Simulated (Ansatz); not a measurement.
The start is a relaxed Sb cell displaced along its unstable phonon at q = Γ (60i cm⁻¹), largest move 0.15 Å. The structure is fully relaxed (lattice and positions, P = 0) with PBEsol (plane waves to 420 eV, PAW, scalar-relativistic; Ansatz, a first-principles code). The first steps use a coarse 11×11×11 k-mesh.

The start:
```yaml
crystal:
  lattice:
    - [-2.17200, 2.17200, 3.11355]
    - [2.17200, -2.17200, 3.11355]
    - [2.17200, 2.17200, -3.11355]
  atoms:
    - { symbol: Sb, position: [0.80442, 0.76989, 0.03453] }
    - { symbol: Sb, position: [0.19558, 0.23011, 0.96547] }
```

- Largest initial force = 0.53 eV/Å, on Sb1, Sb2 (atoms numbered as listed)
- Energy released = 0.02 eV/atom
- Relative to the parent = It does not go back: it reaches R-3m (No. 166), AFLOW prototype A_hR2_166_c (A7, as in As), 0.01 eV/atom below the parent
- Shortest distances (start → end) = The closest pairs of elements (up to four, under 3.6 Å), start → end: Sb–Sb 2.88 → 2.93 Å
- Optimiser moves = 6

Final structure:

Space group R-3m, hexagonal axes (No. 166); a = b = 4.320 Å, c = 11.064 Å, α = β = 90.00°, γ = 120.00°

| atom | site | symmetry | x | y | z |
|---|---|---|---|---|---|
| Sb | 6c | 3m | 0.0000 | 0.0000 | 0.2641 |
(The calculation used a cell of 2 atoms; values per cell refer to that cell.)

Final values are on a 13×13×13 k-mesh of the relaxed cell. No spin polarisation in the result.

The run could not lose the symmetry of its start.

Of the parent cell (I4/mmm (No. 139)): it is a generated cell of Sb: the first start was made by placing the elements on the sites of a structure type, and the end was not matched to a known phase here, so it may be hypothetical. Known forms of Sb include space group No. 166.
